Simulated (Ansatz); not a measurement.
This guess for ZnRuC6N6 is about to be relaxed.

```yaml
crystal:
  lattice:
    - [0.00000, 5.07350, 5.07350]
    - [5.07350, 0.00000, 5.07350]
    - [5.07350, 5.07350, 0.00000]
  atoms:
    - { symbol: Zn, position: [0.50000, 0.50000, 0.50000] }
    - { symbol: Ru, position: [0.00000, 0.00000, 0.00000] }
    - { symbol: C, position: [0.81315, 0.18685, 0.18685] }
    - { symbol: C, position: [0.18685, 0.81315, 0.18685] }
    - { symbol: C, position: [0.18685, 0.18685, 0.81315] }
    - { symbol: C, position: [0.18685, 0.81315, 0.81315] }
    - { symbol: C, position: [0.81315, 0.18685, 0.81315] }
    - { symbol: C, position: [0.81315, 0.81315, 0.18685] }
    - { symbol: N, position: [0.69784, 0.30216, 0.30216] }
    - { symbol: N, position: [0.30216, 0.69784, 0.30216] }
    - { symbol: N, position: [0.30216, 0.30216, 0.69784] }
    - { symbol: N, position: [0.30216, 0.69784, 0.69784] }
    - { symbol: N, position: [0.69784, 0.30216, 0.69784] }
    - { symbol: N, position: [0.69784, 0.69784, 0.30216] }
```

Theory: Ansatz 0.2.0, DFT PBE, scalar-relativistic, plane waves, PAW. Cutoff 420 eV, Gaussian smearing, Γ-centred meshes. Cell and atoms relax first on a coarse mesh and then on a finer one. In between, the cell is made exact in the group found at 0.06 Å. In metals the finer mesh still leaves noise of several meV/atom or more. The steps can't lower the symmetry of their start. Collinear spin, starting moments Ru 1.0 μB.

A guess keeps its type if space group and coordination stay and the shape of the cell changes little (axis ratios within about 15 %, angles within 6°); the volume may change.

**Question.** Does this structure survive the relaxation?

**Answer.** It keeps its type. The symmetry stays Fm-3m (No. 225). The volume per atom grows by 17.1 %, from 18.7 to 21.9 Å³. The shortest distance stays 1.17 Å (C–N). Counting neighbours within 15 % of an atom's shortest distance, the start has C 1, N 1, Ru 6, Zn 6 and the end C 1, N 1, Ru 6, Zn 6.

The last run used collinear spin, a 6×6×6 mesh for its 14-atom cell and Gaussian smearing of 0.10 eV. The magnetic state reached may not be the lowest. A structure relaxed within its symmetry needn't be a true minimum.
